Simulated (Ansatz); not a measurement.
Clean, relaxed (100) surface of Ta, space group Fm-3m (No. 225) (top face towards +c; atoms held fixed, by place in the list: 1, 2):

```yaml
crystal:
  lattice:
    - [2.95259, 0.00000, 0.00000]
    - [0.00000, 2.95259, 0.00000]
    - [0.00000, 0.00000, 23.26339]
  atoms:
    - { symbol: Ta, position: [0.50000, 0.50000, 0.36538] }
    - { symbol: Ta, position: [0.00000, 0.00000, 0.45513] }
    - { symbol: Ta, position: [0.50000, 0.50000, 0.55011] }
    - { symbol: Ta, position: [0.00000, 0.00000, 0.63623] }
```

Theory: DFT PBEsol, scalar-relativistic, plane waves, PAW (Ansatz). Settings: cutoff 420 eV, Γ-centred mesh 10×10×1 on the computed 4-atom cell, Gaussian smearing of 0.10 eV; no spin polarisation. The cell repeats along c with a dipole correction in the vacuum.

N (atom) is adsorbed on the top face, one adsorbate per 8.7 Å², and relaxed from 3 starting sites (fractions of a and b). E_ads counts from the clean slab and the free adsorbate (spin-polarised where it has unpaired electrons); negative means bound. Heights count from the highest slab atom after relaxation. Δφ is the top face's. Δp counts per cell along +c. Bonded neighbours lie within 1.25 times the sum of covalent radii (1.35 for H) and, on that scale, within 12 % of the closest. With the adsorbate the cell is lengthened along c to keep the vacuum.

| start | ends at | E_ads (eV) | height (Å) | shortest contact | Δφ (eV) | Δp (e·Å) |
| --- | --- | --- | --- | --- | --- | --- |
| top (Ta) at (0.00, 0.00) | (0.00, 0.00), 1 bonded neighbour (Ta) | -3.83 | 1.77 | N–Ta 1.77 Å | +4.06 | -0.193 |
| bridge (Ta-Ta) at (0.00, 0.50) | (0.00, 0.50), 2 bonded neighbours (Ta) | -6.64 | 1.15 | N–Ta 1.87 Å | +2.75 | -0.135 |
| hollow (over Ta) at (0.50, 0.50) | (0.50, 0.50), 4 bonded neighbours (Ta) | -9.06 | 0.31 | N–Ta 2.11 Å | -1.25 | +0.060 |

Among the sites tried, the lowest end comes from the hollow (over Ta) at (0.50, 0.50) start; other sites may lie lower.

Each end is the local minimum or symmetric point that its start leads to. This isn't the usual crystal structure of Ta. The slab is only 6.3 Å thick, so the energies aren't converged with thickness.

Spin polarisation was left out, and a magnetic state may lie lower.